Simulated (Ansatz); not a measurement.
Method: DFT PBE, scalar-relativistic, plane waves, PAW in Ansatz 0.2.0. All cells share a 420 eV cutoff and Γ-centred k meshes spaced about 0.3 Å⁻¹ or finer (0.25 for metals, 2π included). No spin polarisation.

Relaxed structures of TiGe2W4, with energies over the first row. Coordination counts Ti or W atoms around Ge (for each partner element, those within 1.25 times its shortest distance or 1.15 times the sum of covalent radii, where it is the nearest in units of that sum or under 1.3; a plus sign parts groups by distance over the sum of covalent radii).

| # | form | sites | V (Å³/atom) | coordination | ΔE (meV/atom) |
| --- | --- | --- | --- | --- | --- |
| 1 | I4/mcm | Ti 4a; Ge 8h; W 16k | 16.9 | Ge 8 | 0 |
| 2 | P-4m2 | Ti 1b; Ge 2g; W 2g, 1c, 1d | 17.2 | Ge 10 | 37 |

A further structure, relaxed alike:

```
Ti Ge W
1.0
     7.34761    0.00000    0.00000
     0.00000    7.34761    0.00000
     0.00000    0.00000    4.39148
Ti Ge W
2 4 8
Direct
  0.00000 0.00000 0.00000
  0.50000 0.50000 0.50000
  0.30674 0.69326 0.00000
  0.69326 0.30674 0.00000
  0.80674 0.80674 0.50000
  0.19326 0.19326 0.50000
  0.11331 0.63883 0.50000
  0.36117 0.88669 0.50000
  0.88669 0.36117 0.50000
  0.63883 0.11331 0.50000
  0.13883 0.38669 0.00000
  0.86117 0.61331 0.00000
  0.38669 0.13883 0.00000
  0.61331 0.86117 0.00000
```

Q: Where does it fall in the ranking, and at what energy?

A: It is the lowest, 119 meV/atom below row 1, with space group P4_2/mnm (No. 136) and 16.9 Å³/atom. Counting Ti or W atoms around Ge, this cell has Ge 6+3 and row 1 has Ge 8. Ti has 4 Ge at 2.98 Å, 4 W at 3.02 Å and 2 Ge at 3.19 Å; Ge has 6 W at 2.57–2.65 Å, 2 Ti at 2.98 Å, 1 Ti at 3.19 Å and 2 W at 3.33 Å; around W lie 3 Ge at 2.57–2.65 Å, 2 W at 2.58–2.63 Å, 4 W at 2.88 Å, 1 Ti at 3.02 Å and 1 Ge at 3.33 Å.

Even the lowest cell shown lies +0.23 eV/atom against the elements' standard structures at this level. These runs have no spin–orbit coupling, which can matter for W. Trial moments fell under 0.15 μB along the way in P4_2/mnm, I4/mcm and P-4m2; another start might hold them. With atoms moved at random, the further cell (by 17 meV/atom) fell into a lower structure. Row 1 and row 2 had no clear such test and can be saddle points. Some candidate types were left out of the draw beforehand, so a known form may be missing.
